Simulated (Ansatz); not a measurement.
Clean, relaxed (111) surface of Ir, space group Fm-3m (No. 225) (top face towards +c; atoms held fixed, by place in the list: 1, 2, 3, 4, 5, 6, 7, 8):

```
CELL_PARAMETERS angstrom
5.43132 0.00000 0.00000
-2.71566 4.70366 0.00000
0.00000 0.00000 23.65198
ATOMIC_POSITIONS crystal
Ir 0.33333 0.16667 0.35938
Ir 0.33333 0.66667 0.35938
Ir 0.83333 0.16667 0.35938
Ir 0.83333 0.66667 0.35938
Ir 0.66667 0.33333 0.45313
Ir 0.66667 0.83333 0.45313
Ir 0.16667 0.33333 0.45313
Ir 0.16667 0.83333 0.45313
Ir 0.00000 0.50000 0.54554
Ir 0.00000 0.00000 0.54554
Ir 0.50000 0.50000 0.54554
Ir 0.50000 0.00000 0.54554
Ir 0.33333 0.66667 0.63805
Ir 0.33333 0.16667 0.63805
Ir 0.83333 0.66667 0.63805
Ir 0.83333 0.16667 0.63805
```

Method: DFT PBE+D3(BJ), scalar-relativistic, plane waves, PAW (Ansatz). Plane waves to 420 eV, a k mesh through Γ of 6×6×1 on the computed 16-atom cell and Gaussian smearing (0.10 eV); no spin polarisation. A dipole correction removes the field between periodic images along c.

Au (atom) is adsorbed on the top face, one adsorbate per 25.5 Å², and relaxed from 2 starting sites (fractions of a and b). The adsorption energy is E(slab + adsorbate) − E(slab) − E(free adsorbate, spin-polarised where open-shell). Heights count from the highest slab atom after relaxation. Δφ is the top face's. Δp counts per cell along +c. Bonded neighbours lie within 1.25 times the sum of covalent radii (1.35 for H) and, on that scale, within 12 % of the closest. With the adsorbate the cell is lengthened along c to keep the vacuum.

| start | ends at | E_ads (eV) | height (Å) | shortest contact | Δφ (eV) | Δp (e·Å) |
| --- | --- | --- | --- | --- | --- | --- |
| top (Ir) at (0.33, 0.67) | (0.33, 0.67), 1 bonded neighbour (Ir) | -2.69 | 2.47 | Au–Ir 2.51 Å | -0.84 | +0.127 |
| hollow (Ir-Ir-Ir) at (0.17, 0.33) | (0.17, 0.33), 3 bonded neighbours (Ir) | -3.35 | 2.19 | Au–Ir 2.70 Å | -1.11 | +0.167 |

Among the sites tried, the lowest end comes from the hollow (Ir-Ir-Ir) at (0.17, 0.33) start; other sites may lie lower.

Each end is the local minimum or symmetric point that its start leads to. The slab is only 6.7 Å thick, so the energies aren't converged with thickness.

The adsorbed runs have no spin polarisation, so weakly bound open-shell ends lie too high.